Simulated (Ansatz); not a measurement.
# Property card for FePt2

Computed with DFT PBE, scalar-relativistic, plane waves, PAW in Ansatz 0.2.0.

Cutoff 420 eV; k points 24×24×24 on the computed 3-atom cell (Γ-centred); Gaussian smearing, width 0.10 eV; collinear spin from starting moments 3.4 0.3 0.3 μB.

The structure is relaxed at this level of theory with its symmetry kept, and needn't be the ground state of this composition.

```xyz
3
Lattice="-1.3781 1.3781 5.7546 1.3781 -1.3781 5.7546 1.3781 1.3781 -5.7546" Properties=species:S:1:pos:R:3 pbc="T T T"
Fe    0.0000    0.0000    5.7546
Pt    0.0000    0.0000    9.6972
Pt    0.0000    0.0000    1.8120
```

```json
{
 "Space group": "I4/mmm (No. 139)",
 "Volume per atom": "14.57 Å³",
 "Formation energy from the elements' standard states (uncorrected)": "-0.217 eV/atom",
 "Kohn–Sham band gap": "none (metal)",
 "Density of states at the Fermi level": "2.1 states/eV per cell",
 "Orbital (Löwdin) character within 0.5 eV of the Fermi level": "Pt 5d 46 %, Fe 3d 43 %, unprojected 4 %",
 "Bader charge by site (e)": "Fe (1 in the cell) 0.73, Pt (2 in the cell) -0.37",
 "Total moment": "3.64 μB per cell",
 "Moment by site (μB)": "Fe1 3.05, Pt2 0.32, Pt3 0.32"
}
```

Spin-orbit coupling is left out, which matters for the bands of heavy elements.

Only this magnetic start was tried.

The cell was found from a structure generator's guess, not taken from experiment. Löwdin shares on free-atom orbitals overweight diffuse shells.
